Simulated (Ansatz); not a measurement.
Data sheet: MgO (DFT)

MgO:
```yaml
crystal:
  lattice:
    - [3.48422, 0.00000, 0.00000]
    - [-1.74211, 3.01742, 0.00000]
    - [0.00000, 0.00000, 4.18571]
  atoms:
    - { symbol: Mg, position: [0.66667, 0.33333, 0.75000] }
    - { symbol: Mg, position: [0.33333, 0.66667, 0.25000] }
    - { symbol: O, position: [0.66667, 0.33333, 0.25000] }
    - { symbol: O, position: [0.33333, 0.66667, 0.75000] }
```

Space group P6_3/mmc (No. 194); conventional cell a = b = 3.484 Å, c = 4.186 Å, α = β = 90.00°, γ = 120.00°.

Method: r²SCAN in the plane-wave PAW code Ansatz. The cell and atoms are relaxed at this level. Other levels are named where they apply.

### Cell and energy

Volume per atom: 11.00 Å³
Density: 3.04 g/cm³
Formation energy from the elements (no fitted shifts): -2890 meV/atom

### Electronic structure

- Band gap = 4.09 eV (direct)
- Valence-band maximum = at Γ
- Conduction-band minimum = at Γ
- Electron effective mass = 0.36, 0.36, 0.40 mₑ (principal values)
- Hole effective mass = 0.43, 2.0, 2.0 mₑ (principal values)
- HSE06 gap on the r²SCAN cell = 5.04 eV

### Mechanics

Bulk modulus (Birch–Murnaghan fit): 137 GPa
Pressure derivative B′: 4.1

### Charges

- Bader charges = Mg +1.74, O -1.74 e

The workflow started from a Materials Project entry (that database holds measured and hypothetical structures alike); the Crystallography Open Database copy checked does not list it. It is not the phase usual at ambient conditions (space group No. 225). The cell was relaxed with r²SCAN under the symmetry of its start; whether a distortion lowers the energy is not shown. The references are the lowest solids computed at this level, not always the standard phases (solids in place of the gases).

Potentials: the later of the program's two PAW sets.
